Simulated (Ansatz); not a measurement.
Trial structure of GaB3As4, not yet relaxed:

```cif
data_structure
_symmetry_space_group_name_H-M 'I-42m'
_symmetry_Int_Tables_number 121
_cell_length_a 5.1574
_cell_length_b 5.1574
_cell_length_c 10.3149
_cell_angle_alpha 90.000
_cell_angle_beta 90.000
_cell_angle_gamma 90.000
_cell_volume 274.37
loop_
_atom_site_label
_atom_site_type_symbol
_atom_site_symmetry_multiplicity
_atom_site_Wyckoff_symbol
_atom_site_fract_x
_atom_site_fract_y
_atom_site_fract_z
_atom_site_occupancy
Ga1 Ga 2 b 0.50000 0.50000 0.00000 1
B1 B 2 a 0.00000 0.00000 0.00000 1
B2 B 4 d 0.50000 0.00000 0.25000 1
As1 As 8 i 0.25000 0.25000 0.37500 1
```

These are results of DFT PBE, scalar-relativistic, plane waves, PAW in Ansatz, not measurements. Settings: cutoff 420 eV, Γ-centred mesh 6×6×6 on the computed 8-atom cell, Gaussian smearing of 0.10 eV; no spin polarisation.

Energies over the elements count from the elements' standard structures at the same level, with no fitted energy shifts.

Question: Estimate its pressure, forces and energy as it stands.

Answer: The pressure is -2.9 GPa (the mean over three directions, positive in compression), the largest force is 3.79 eV/Å, and the energy is +0.22 eV/atom against the elements. The shortest distance is 2.23 Å.

Question: How much does it gain on relaxing, and where does it end?

Answer: Relaxing gains about 0.19 eV/atom in 8 ionic steps and ends at +0.023 eV/atom on the finer mesh. The symmetry stays I-42m (No. 121). The volume per atom shrinks by 6.6 %, from 17.1 to 16.0 Å³. The shortest distance goes from 2.23 Å (B–As and Ga–As) to 2.09 Å (B–As). Conventional cell: a = 5.053 Å, c = 10.037 Å. Around Ga lie 4 As at 2.38 Å; B on a site of symmetry -42m has 4 As at 2.09 Å; As has 3 B at 2.09–2.14 Å and 1 Ga at 2.38 Å; 1 more site not described.

The last run used an 8×8×8 mesh for its 8-atom cell and Gaussian smearing of 0.02 eV. The reference form of As is held partly by dispersion forces, which this level lacks. The relaxation can't lower the symmetry of the start. Symmetry constrained the relaxation, so the result can be a saddle point.
